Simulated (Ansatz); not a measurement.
## Surface calculation: bcc Mo (111), 5 layers

The slab is cut from the bcc crystal, the stable phase, as relaxed on PAW files (15.79 Å³/atom), with 16 Å of vacuum and a dipole correction:

```xyz
5
Lattice="4.4701 0.0000 0.0000 -2.2351 3.8712 0.0000 0.0000 0.0000 19.6498" Properties=species:S:1:pos:R:3 pbc="T T T"
Mo    3.3526    0.6452    8.0000
Mo   -1.1175    3.2260    8.9124
Mo    1.1175    1.9356    9.8249
Mo    3.3526    0.6452   10.7374
Mo   -1.1175    3.2260   11.6498
```

Level of theory: DFT with PBE, scalar-relativistic, in Ansatz 0.2.0; a Γ-centred 10×10×1 k mesh, Fermi–Dirac smearing of 0.1 eV, no spin polarisation. LAPW: all electrons, basis error target 1 meV/atom; PAW: frozen-core files, cutoff 420 eV.

The bulk energy comes from a cell in the slab's orientation on a 10×10×13 mesh. The surface energy is (E(slab) − N·E(bulk))/2A at zero smearing, the mean of both faces; thin slabs carry quantum-size effects.

Problem. As cut, the LAPW slab lies 7.420 eV above 5 atoms of bulk. What surface energy is that?

Solution. Over two faces of 17.30 Å² it is 214.4 meV/Å², and times 16.02 J/m² per eV/Å² that gives γ = 3.435 J/m².

| method | γ as cut (J/m²) | γ relaxed (J/m²) | Φ as cut (eV) |
| --- | --- | --- | --- |
| LAPW | 3.435 | ? | ? |

Problem. Give the missing entry: row "LAPW", column "γ relaxed (J/m²)".

Solution. 2.986.

Problem. Fill in "Φ as cut (eV)" for the row "LAPW".

Solution. 3.73.

Problem. How do the spacings between the planes relax?

Solution. From the bottom face up: d12 -21.1 % of 0.912 Å, d23 -7.8 % of 0.912 Å, d34 -7.8 % of 0.912 Å, d45 -21.1 % of 0.912 Å.

Problem. Where do the band edges lie?

Solution. On the k mesh: gap 0.05 eV, valence top 3.91 eV below the vacuum level.

Problem. What changes if the images along the normal are cut off in place of the dipole correction?

Solution. LAPW then gives: gap 0.05 eV, valence top 3.91 eV below the vacuum level; PAW: gap 0.05 eV, valence top 3.91 eV below the vacuum level.
